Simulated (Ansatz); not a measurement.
Ta$_{3}$Ru in space group Fm-3m (No. 225; Ta on 8c, Ta on 4b, Ru on 4a), plane-wave PAW r²SCAN (Ansatz code), all energies at zero smearing, with the estimated change up to a 700 eV cutoff added, with one set of potentials and settings (totals compare only within such a set). Cell of 4 atoms (3 Ta, 1 Ru): -35724.627 eV.

```
element                reference phase  E (eV/atom)
-------  -----------------------------  -----------
Ta          Im-3m, 1 atoms in the cell   -9944.3222
Ru       P6_3/mmc, 2 atoms in the cell   -5890.7039
```

Formation energy per atom, worked out: (-35724.627 − 3×(-9944.3222) − 1×(-5890.7039))/4 = -0.239 eV/atom (-23 kJ per mol of atoms), at 0 K, without zero-point energy or fitted corrections.

The first step of the workflow began from a Materials Project structure, measured or hypothetical; the Crystallography Open Database copy checked does not list it. With Ta and Ru taken as one species the cell has the higher symmetry Im-3m, so it may be an ordered model of a mixed-site phase. Whether it is the stable phase at ambient conditions was not checked. The cell was relaxed with r²SCAN under the symmetry of its start; whether a distortion lowers the energy is not shown. No spin polarisation was allowed. The references are the lowest solids computed at this level, not always the standard phases. Spin–orbit coupling is left out wherever it is not named.

Potentials: the later of the program's two PAW sets.
